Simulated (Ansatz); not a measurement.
Na under strain

Computed with DFT PBEsol, scalar-relativistic, plane waves, PAW in Ansatz 0.2.0. Run with 420 eV cutoff, 6×10×4 k-mesh, Gaussian smearing of 0.10 eV, no spin polarisation.

The relaxed crystal:

```
CELL_PARAMETERS angstrom
6.40741 0.00000 0.00000
0.00000 3.74151 0.00000
-2.41090 0.00000 9.10190
ATOMIC_POSITIONS crystal
Na 0.00000 0.00000 0.00000
Na 0.72603 0.50000 0.66667
Na 0.77397 0.00000 0.33333
Na 0.50000 0.50000 0.00000
Na 0.22603 0.00000 0.66667
Na 0.27397 0.50000 0.33333
```

Deformation: biaxial strain in the a-b plane, with the length and tilt of c and the atoms relaxed, all within the symmetry that the strain leaves. Energies are extrapolated to zero smearing. Stress is positive in compression, on the Cartesian axes of the cell above.

Strains computed: -3.0, -2.0, -1.0, +1.0, +2.0, +3.0 %.

Q: At which strain does the energy stand 3.9 meV/atom over the relaxed crystal with σxx = 0.68, σyy = 0.69, σzz = 0.00, σyz = 0.00, σxz = 0.00, σxy = 0.00 GPa?

A: -3.0 %.

This form isn't the element's structure at ambient conditions.